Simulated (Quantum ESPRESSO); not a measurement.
One change at a time to Ir2Ti2WZr3

Calculated results; nothing here was measured. They come from Quantum ESPRESSO 7.5, a public plane-wave density functional program. Each row is one single-point run on a made-up periodic cell of eight metal atoms, with elements, volume, strain and displacements drawn at random and not relaxed, so a cell may be unstable or far from any real phase. There is no spin polarisation or spin-orbit coupling.

Settings: PBE unless stated; PseudoDojo standard norm-conserving files; Fermi-Dirac width 0.25 eV, which means electrons at about 2900 K; cutoff 1143 eV; 5 x 5 x 5 k mesh shifted half a step off Gamma. E is the free energy of the whole cell (internal energy minus TS), so a -TS column is already part of it. Stress is positive in tension, and the pressure P is minus a third of its trace.

Checks: one run of this series was repeated at a higher cutoff and on a denser mesh, which moved values by no more than 0.002 eV, 0.02 GPa and 0.004 eV/Å, and a second program with other atomic files agreed on it to 2 % rms in force and 0.5 GPa in pressure. Known limits: heavy elements are run without spin-orbit coupling, which real alloys of them have; a spin test at this wide smearing found no moment, but such smearing suppresses magnetism that the real alloy may have.

The lattice is hexagonal close-packed, and the cell vectors in Å are (0.018, 5.291, 0.076); (3.061, 0.081, 4.787); (3.087, -0.059, -4.803), a volume of 155.96 Å³ in run 1. The elements on sites 1 to 8 are Zr Ti Zr Ir W Zr Ti Ir. Each later run makes one change to run 1 and keeps the rest. E is counted from run 1, and is n/a where other atomic files have another zero of energy.

| run | change | V (Å³) | P (GPa) | -TS (eV) | rms force (eV/Å) | largest change of a force component (eV/Å) | E (eV) |
|---|---|---|---|---|---|---|---|
| 1 | none | 155.96 | -7.17 | -2.240 | 0.749 | 0.000 | 0.000 |
| 2 | sites 3 and 7 exchanged | 155.96 | -6.89 | -2.234 | 0.780 | 0.518 | 0.135 |
| 3 | all lengths scaled by +0.73 % | 159.40 | -9.57 | -2.291 | 0.696 | 0.164 | ? |
| 4 | LDA in place of PBE | 155.96 | -15.83 | -2.257 | 0.670 | 0.242 | n/a |
| 5 | Hf on site 8 | 155.96 | 1.62 | -2.251 | 1.003 | 2.092 | n/a |
| 6 | site 2 moved by -0.13 Å along y | 155.96 | -6.77 | -2.207 | 0.777 | 0.499 | 0.052 |

## Worked estimate

Along a uniform scaling dE = -P dV. The mean of the two pressures is -8.370 GPa and the volume changes by 3.44 Å³, with 160.2 GPa to one eV/Å³. The same two rows give -V dP/dV = 110 GPa for this cell with clamped atoms, which is not the bulk modulus of a real alloy.

## Withheld value

Question: what E should run 3 give?

The estimate is 0.180 eV. The calculation gave 0.180 eV.
